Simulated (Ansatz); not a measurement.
# Rutile alloy of SnO2 and TiO2 (13 of 24 Sn sites exchanged), 72 atoms

Ansatz, PAW, plane waves. PBEsol relaxation of cell lengths and atoms (angles held) at the single k point (¼, ¼, ¼) without its symmetry partners; single points on the relaxed atoms at the Γ point alone, onto which points of the small cell's zone fold. Arrangement: quasirandom. No spin–orbit coupling unless named.

Relaxed structure:

```cif
data_structure
_symmetry_space_group_name_H-M 'P 1'
_symmetry_Int_Tables_number 1
_cell_length_a 9.3619
_cell_length_b 9.3681
_cell_length_c 9.2203
_cell_angle_alpha 90.000
_cell_angle_beta 90.000
_cell_angle_gamma 90.000
_cell_volume 808.65
loop_
_atom_site_label
_atom_site_type_symbol
_atom_site_fract_x
_atom_site_fract_y
_atom_site_fract_z
_atom_site_occupancy
Sn1 Sn 0.99952 0.00297 0.00241 1
Sn2 Sn 0.00040 0.49614 0.00111 1
Sn3 Sn 0.49745 0.00262 0.00187 1
Sn4 Sn 0.49766 0.99891 0.33268 1
Sn5 Sn 0.49486 0.00101 0.66609 1
Sn6 Sn 0.50064 0.49759 0.33308 1
Sn7 Sn 0.24724 0.74820 0.17132 1
Sn8 Sn 0.24743 0.74738 0.82875 1
Sn9 Sn 0.75208 0.25274 0.49774 1
Sn10 Sn 0.75243 0.24898 0.83403 1
Sn11 Sn 0.75187 0.74709 0.83198 1
Ti1 Ti 0.01909 0.01529 0.34157 1
Ti2 Ti 0.00197 0.99319 0.65693 1
Ti3 Ti 0.99938 0.49691 0.33758 1
Ti4 Ti 0.99765 0.50019 0.65503 1
Ti5 Ti 0.51198 0.50127 0.00096 1
Ti6 Ti 0.50499 0.50824 0.67323 1
Ti7 Ti 0.25542 0.26125 0.14994 1
Ti8 Ti 0.25576 0.25672 0.49935 1
Ti9 Ti 0.24094 0.25173 0.81861 1
Ti10 Ti 0.25139 0.73616 0.50048 1
Ti11 Ti 0.75547 0.24450 0.16957 1
Ti12 Ti 0.75723 0.74992 0.17672 1
Ti13 Ti 0.75359 0.75699 0.49163 1
O1 O 0.15231 0.16269 0.99926 1
O2 O 0.15226 0.15382 0.34091 1
O3 O 0.15366 0.15323 0.66518 1
O4 O 0.14707 0.65352 0.99996 1
O5 O 0.14951 0.64703 0.34410 1
O6 O 0.14776 0.64790 0.65668 1
O7 O 0.65819 0.15193 0.00980 1
O8 O 0.65094 0.15772 0.32517 1
O9 O 0.65125 0.15294 0.66540 1
O10 O 0.65431 0.64542 0.00692 1
O11 O 0.65583 0.65492 0.33522 1
O12 O 0.64738 0.65011 0.65896 1
O13 O 0.34531 0.34858 0.00090 1
O14 O 0.34214 0.34417 0.33425 1
O15 O 0.34203 0.34639 0.66382 1
O16 O 0.34078 0.85057 0.99946 1
O17 O 0.34607 0.84076 0.34577 1
O18 O 0.34290 0.84458 0.65544 1
O19 O 0.84997 0.34201 0.00839 1
O20 O 0.84717 0.35426 0.32482 1
O21 O 0.85349 0.35216 0.66616 1
O22 O 0.84639 0.84358 0.00942 1
O23 O 0.84392 0.84344 0.33496 1
O24 O 0.84966 0.84582 0.65557 1
O25 O 0.10246 0.40292 0.17803 1
O26 O 0.09257 0.40060 0.49810 1
O27 O 0.10049 0.40150 0.82411 1
O28 O 0.09558 0.90642 0.17866 1
O29 O 0.09537 0.90435 0.50018 1
O30 O 0.09186 0.90263 0.82378 1
O31 O 0.59852 0.39960 0.15687 1
O32 O 0.59430 0.40380 0.50886 1
O33 O 0.59471 0.40651 0.83318 1
O34 O 0.59835 0.89403 0.16737 1
O35 O 0.60457 0.90093 0.49988 1
O36 O 0.59609 0.90008 0.83346 1
O37 O 0.39209 0.10156 0.16862 1
O38 O 0.39741 0.10506 0.49827 1
O39 O 0.39644 0.10502 0.83377 1
O40 O 0.40286 0.59441 0.15922 1
O41 O 0.39745 0.59484 0.50870 1
O42 O 0.40714 0.59372 0.83272 1
O43 O 0.90209 0.10139 0.18005 1
O44 O 0.90701 0.09537 0.50033 1
O45 O 0.90292 0.09201 0.82429 1
O46 O 0.90329 0.60059 0.17690 1
O47 O 0.90217 0.59377 0.49938 1
O48 O 0.90468 0.59241 0.82420 1
```

(1) What are the mean bond lengths by pair (pairs within 1.2 times the sum of covalent radii, less contacts 15 % beyond the pair's median; cation–cation pairs of compounds aside; long ionic contacts are cut short by that bound)?

(2) What gap lies between the top filled and the lowest empty level in the single points?

## Answers

(1) O–Sn 2.057 ± 0.017 Å (standard deviation, 66 bonds); O–Ti 1.972 ± 0.076 Å (standard deviation, 77 bonds).

(2) HSE06 3.70 eV (4.6 min on 7 threads of Neoverse-V2).
